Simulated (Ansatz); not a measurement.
TlCl:
```xyz
2
Lattice="3.6942 0.0000 0.0000 0.0000 3.6942 0.0000 0.0000 0.0000 3.6942" Properties=species:S:1:pos:R:3 pbc="T T T"
Tl     0.0000     0.0000     0.0000
Cl     1.8471     1.8471     1.8471
```

Tensor components refer to the Cartesian frame of this cell.

### Question
Give the high-frequency dielectric tensor and the Born effective charge tensors of the independent atoms from DFPT, DFT-LDA in the program Ansatz with PAW potentials.

### Answer

ε∞:
```
6.34  0.00  0.00
0.00  6.34  0.00
0.00  0.00  6.34
```
Z* of atom 1 (Tl), rows: field, columns: displacement, in e:
```
2.17  0.00  0.00
0.00  2.17  0.00
0.00  0.00  2.17
```
Z* of atom 2 (Cl), rows: field, columns: displacement, in e:
```
-2.17   0.00   0.00
 0.00  -2.17   0.00
 0.00   0.00  -2.17
```

Static charges for comparison (Bader): Tl1 +0.65, Cl2 -0.65 e. Born charges measure polarisation by displacement and can exceed these by far.

Space group Pm-3m (CsCl type). The cell was relaxed with LDA under the symmetry of its start. Scalar-relativistic: spin–orbit coupling is off unless named, which matters more the heavier the elements.

Potentials: the later of the program's two PAW sets.
